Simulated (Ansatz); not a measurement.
Cs2LiYCl6 (space group Fm-3m)

```yaml
crystal:
  lattice:
    - [0.00000, 5.24701, 5.24701]
    - [5.24701, 0.00000, 5.24701]
    - [5.24701, 5.24701, 0.00000]
  atoms:
    - { symbol: Cs, position: [0.75000, 0.75000, 0.75000] }
    - { symbol: Cs, position: [0.25000, 0.25000, 0.25000] }
    - { symbol: Li, position: [0.50000, 0.50000, 0.50000] }
    - { symbol: Y, position: [0.00000, 0.00000, 0.00000] }
    - { symbol: Cl, position: [0.74897, 0.25103, 0.25103] }
    - { symbol: Cl, position: [0.25103, 0.74897, 0.74897] }
    - { symbol: Cl, position: [0.25103, 0.74897, 0.25103] }
    - { symbol: Cl, position: [0.74897, 0.25103, 0.74897] }
    - { symbol: Cl, position: [0.25103, 0.25103, 0.74897] }
    - { symbol: Cl, position: [0.74897, 0.74897, 0.25103] }
```

The slice is a {110} plane (indices of the conventional cell) through the point (0.251, 0.749, 0.251) (fractional), spanned by u = [100] and v = [1 -1 -1] in vectors of this cell: u (7.42 Å) and v (10.49 Å, at 90° to u). It covers one period; positions are fractions (u, v).

Method: r2SCAN (plane waves to 500 eV, PAW, scalar-relativistic; Ansatz, a first-principles code). k mesh 6×6×6. These are valence fields of a PAW run, semicore shells included where kept as valence: close to a nucleus they are smooth pseudo fields. Cs2LiYCl6 is run without spin polarisation. Cs2LiYCl6 was relaxed with its symmetry unable to fall.

Problem. Sketch the valence electron density on this plane as a map.

Solution. 
| v \ u | 0.00 | 0.14 | 0.29 | 0.43 | 0.57 | 0.71 | 0.86 |
|---|---|---|---|---|---|---|---|
| 0.90 | -0.3 | -1.1 | -1.6 | -0.5 | -0.5 | -1.5 | -1.0 |
| 0.75 | -2.1 | -1.6 | -1.4 | -2.0 | -1.9 | -1.4 | -1.6 |
| 0.60 | -0.3 | -1.0 | -1.5 | -0.5 | -0.6 | -1.6 | -1.1 |
| 0.45 | 0.3 | -0.5 | -1.2 | 0.1 | 0.1 | -1.3 | -0.5 |
| 0.30 | -1.9 | -1.6 | -1.5 | -1.8 | -1.9 | -1.5 | -1.7 |
| 0.15 | -1.2 | -1.6 | -1.7 | -1.3 | -1.3 | -1.6 | -1.5 |
| 0.00 | -3.0 | -0.4 | -1.2 | 0.3 | 0.3 | -1.1 | -0.3 |

Values: log₁₀ of the valence density in e/Å³. The scale is logarithmic, as a density can span decades between atoms and voids; values under 0.001 e/Å³ are set to 0.001.
